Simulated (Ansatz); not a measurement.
SiNF:
```yaml
crystal:
  lattice:
    - [2.89030, 0.00000, 0.00000]
    - [0.00000, 4.85380, 0.00000]
    - [0.00000, 0.00000, 4.82633]
  atoms:
    - { symbol: Si, position: [0.00000, 0.38914, 0.99165] }
    - { symbol: N, position: [0.50000, 0.48330, 0.82449] }
    - { symbol: F, position: [0.00000, 0.06289, 0.01720] }
    - { symbol: Si, position: [0.50000, 0.61086, 0.49165] }
    - { symbol: N, position: [0.00000, 0.51670, 0.32449] }
    - { symbol: F, position: [0.50000, 0.93711, 0.51720] }
```

Relaxed with r²SCAN+D4. Special points in fractions of this cell's reciprocal vectors: Γ (0.000, 0.000, 0.000); X (0.500, 0.000, 0.000); S (0.500, 0.500, 0.000); Y (0.000, 0.500, 0.000); Z (0.000, 0.000, 0.500); U (0.500, 0.000, 0.500); R (0.500, 0.500, 0.500); T (0.000, 0.500, 0.500).

Question: List the band energies nearest the valence-band maximum at these points for plane-wave PAW r²SCAN+D4 (Ansatz code).

Answer: In eV from the valence-band maximum; about four levels below and three above (degenerate sets whole), none deeper than 8.9 eV; points with the same levels are listed once.

```
k                    below                  above
-  -----------------------  ---------------------
Γ  -2.45 -2.24 -2.09 -0.19         5.99 6.01 7.74
X  -3.64 -3.64 -1.03 -1.03  7.80 7.80 10.11 10.11
S  -3.78 -3.78 -0.87 -0.87    7.75 7.75 9.74 9.74
Y   -2.91 -2.75 -2.27 0.00         5.97 7.10 7.27
Z  -2.72 -2.72 -1.59 -1.59    6.99 6.99 9.05 9.05
U  -2.85 -2.85 -0.70 -0.70    6.71 6.71 8.02 8.02
R  -3.25 -3.25 -0.70 -0.70    6.60 6.60 7.57 7.57
T  -2.82 -2.82 -1.71 -1.71    7.01 7.01 9.16 9.16
```

Space group Pmn2_1. The start of the workflow was typed in or built on a structure type; neither database checked (COD, Materials Project) lists it. Whether it is the stable phase at ambient conditions was not checked. Symmetry was held in the r²SCAN+D4 relaxation; its stability against distortions is not shown here. The volume moved by -41 % from the start of the relaxation.

Potentials: the earlier of the program's two PAW sets. The files were generated under PBE; for other functionals the program regenerates the frozen cores, and for LDA and PBEsol the local potential too.
